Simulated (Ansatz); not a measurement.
Input file for Ansatz (a first-principles code):

Ansatz 0.2 input:
```yaml
crystal:
  lattice:
    - [0.0, 2.5447497807, 2.5447497807]
    - [2.5447497807, 0.0, 2.5447497807]
    - [2.5447497807, 2.5447497807, 0.0]
  atoms:
    - { symbol: Pd, position: [0.0, 0.0, 0.0] }
    - { symbol: Al, position: [0.5, 0.5, 0.5] }
kpoints:
  mp_grid: { grid: [14, 14, 14] }
hamiltonian:
  xc: r2scan
  pseudopotentials: { azcp: { folder: ./paw }, kind: paw }
scf:
  occupations: { method: gaussian, width: 0.1 }
checkpoint: { read: metal.run }
output: { write_density: true, elf: true, volumetric_format: npy }
basis: { fft_grid_basis: typed }
```

Output (shortened):

```
Pseudopotential: Pd, paw, valence charge 18
Pseudopotential: Al, paw, valence charge 3
Functional definition: r2SCAN
Crystal: 2 atoms, lattice volume = 32.958 Å³
Basis set: ecut = 500 eV, 869 PW (Γ), exchange–correlation on 108×108×108 points (64 copies of the dense FFT grid, shifted against one another)
Bands: 19, of which v1, the nominal top of the filled ones, is band 11 counted from 1 (10 counted from 0)
Symmetry: 48 space group operations
Space group: Fm-3m (ITA 225), of the structure as read, at distance tolerance 3.2e-5 Å
k-points: 104 of 2744
Stability of the state it starts from, as read at its close in the unpolarized treatment …
iter 1 solved again at ethr=4.35e-9 eV; its pass at ethr=3.10e-3 eV (dr2=9.13e-7 eV) is discarded
SCF iter   1: F=—  HF=-7526.928029 eV  |F-HF|=—  |Δ(HF+E_count)|=         —  Δρ=1.08e-7  dr2=2.89e-12  dr2_τ=8.75e-14  ethr=4.35e-9  ⟨swp⟩=3.3  Hψ=15424  notcnv=0
preconditioner: auto → Kerker (q_TF=auto, 2.531 Å⁻¹)
SCF iter   2: F=-7526.928029 eV  HF=-7526.928029 eV  |F-HF|=1.82e-12  |Δ(HF+E_count)|=   1.02e-9  Δρ=6.81e-8  dr2=8.38e-13  dr2_τ=1.22e-13  ethr=1.00e-12  ⟨swp⟩=4.7  Hψ=6387  notcnv=0
SCF 1 converged in 2 iterations: F = -7526.928029 eV  dr2 = 8.38e-13
SCF converged after 2 iterations
Free energy (F): -7526.928029 eV
Harris-Foulkes:  -7526.928029 eV  (|F-HF|=1.82e-12)
Internal energy: -7526.923198 eV  (E = F + TS)
E sigma→0 (E₀):  -7526.925614 eV
Entropy (-TS):   -0.004831 eV (-2.415 meV/atom)
Fermi energy:    12.822294 eV
--- Per-component energies (eV) ---
  E_band       = -273.530498
  E_kinetic    = 476.083244
  E_local      = -2694.593569  (includes V_loc(G=0)·N_el)
  E_nonlocal   = 379.523628
  E_hartree    = 1112.940690
  E_xc         = -165.676921
  E_vxc        = -223.229541  (∫ρ·V_xc dr)
  E_paw        = -4308.378936  (= ΣΔE_a)
  E_vpaw       = -453.672751  (= ΣTr[D̂ρ^β])
  E_aug_tail   = 0.000146  (compensation charges beyond the density's cutoff)
  E_vtau       = 16.476932  (kinetic-family band-sum trace: ∫τ·v_τ [+ j·A + Jᵃ·Aᵃ] dr)
  E_ewald      = -2326.309289
  E_core_change = -0.512191  (= ΣΔE_core)
  E_smearing   = -0.004831  (= −TS)
  E_closure    =  0.000000  (closes the sum)
  Σ components = -7526.928029   (vs F -7526.928029, Δ=0.00e0)
  [band-id]    e_kinetic+e_local+e_nonlocal+2·e_hartree+e_vxc+e_vpaw+e_augmentation_tail+e_vtau = -273.530531   (vs E_band -273.530498, Δ=-3.25e-5)
--- Band table (eV; the first three rows and the last of 104) ---
  k-point 0: bands = ["-74.6495", "-39.5647", "-39.5647", "-39.5647", "2.9837", "8.8056", "8.8056", "8.8056", "8.8781", "8.8781", "18.7424", "18.7424", "18.7424", "23.5867", "24.3508", "24.3508", "24.3508", "27.9556", "28.6473"]
  k-point 1: bands = ["-74.6494", "-39.5657", "-39.5648", "-39.5648", "3.0840", "8.7728", "8.8112", "8.8112", "8.8775", "8.8775", "18.2699", "18.8075", "18.8075", "22.9873", "24.3422", "24.3422", "25.0744", "27.4614", "27.4614"]
  k-point 2: bands = ["-74.6493", "-39.5686", "-39.5653", "-39.5653", "3.3817", "8.6796", "8.7224", "8.7224", "8.9855", "8.9855", "17.0918", "18.9838", "18.9838", "22.3152", "24.1783", "24.1783", "25.8068", "26.4610", "26.4610"]
  k-point 103: bands = ["-74.6480", "-39.5799", "-39.5774", "-39.5734", "6.4737", "8.1893", "8.4266", "8.6139", "10.0621", "12.0557", "12.3099", "12.8620", "13.6635", "23.0217", "23.3306", "24.5888", "25.7453", "30.3138", "32.7939"]
```

Cost: about 8 core-seconds (a rough figure) on shared cores.

The start of the workflow was typed in or built on a structure type; neither database checked (COD, Materials Project) lists it. Its standing as an ambient phase is unchecked. The r²SCAN relaxation kept the symmetry of its start. At this level the phase is mechanically unstable. No spin polarisation was allowed. Scalar-relativistic: spin–orbit coupling is off unless named, which matters more the heavier the elements.

Potentials: the earlier of the program's two PAW sets.

Ansatz is a plane-wave DFT program.
